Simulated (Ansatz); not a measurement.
Trial structure of Te, not yet relaxed:

Only a and b repeat, and vacuum parts the sheet from its images along c.

```xyz
4
Lattice="4.4514 0.0000 0.0000 -2.2257 3.8550 0.0000 0.0000 0.0000 21.0000" Properties=species:S:1:pos:R:3 pbc="T T F"
Te    2.2257    1.2850    8.7900
Te    0.0000    2.5700    7.3269
Te    2.2257    1.2850   13.6731
Te    0.0000    2.5700   12.2100
```

Level of theory: Ansatz 0.2.0, DFT PBE+D3(BJ), scalar-relativistic, plane waves, PAW. Settings: cutoff 420 eV, Γ-centred mesh 6×6×1 on the computed 4-atom cell, Gaussian smearing of 0.10 eV; no spin polarisation.

Energies count from the standard state of Te at the same level.

Task: How far from equilibrium is it?

Result: The largest force is 0.49 eV/Å, and the energy is +0.75 eV/atom against the standard state. The shortest distance is 2.96 Å.

Task: Is it a good guess?

Result: A rough one: relaxing gains about 0.25 eV/atom (the start's value is from the coarse mesh, so the gain is rough) in 17 ionic steps and ends at +0.50 eV/atom on the finer mesh. The symmetry stays p-3m1 (No. 72). The area per atom grows by 22.0 %, from 4.3 to 5.2 Å². The shortest distance goes from 2.96 Å (Te–Te) to 2.94 Å (Te–Te). In-plane cell: a = 4.917 Å, b = 4.917 Å, γ = 120.0°, thickness 5.08 Å between the outermost nuclei. Te at height 0.77 Å has 3 Te at 2.94 Å; Te at height 0.00 Å has 3 Te at 2.94 Å.

The last run used a 12×12×1 mesh for its 4-atom cell and Gaussian smearing of 0.10 eV. Spin–orbit coupling, which can matter for Te, is left out. The relaxation can't lower the symmetry of the start, and the grade says only how near the guess is to its own end. Symmetry constrained the relaxation, so the result can be a saddle point.
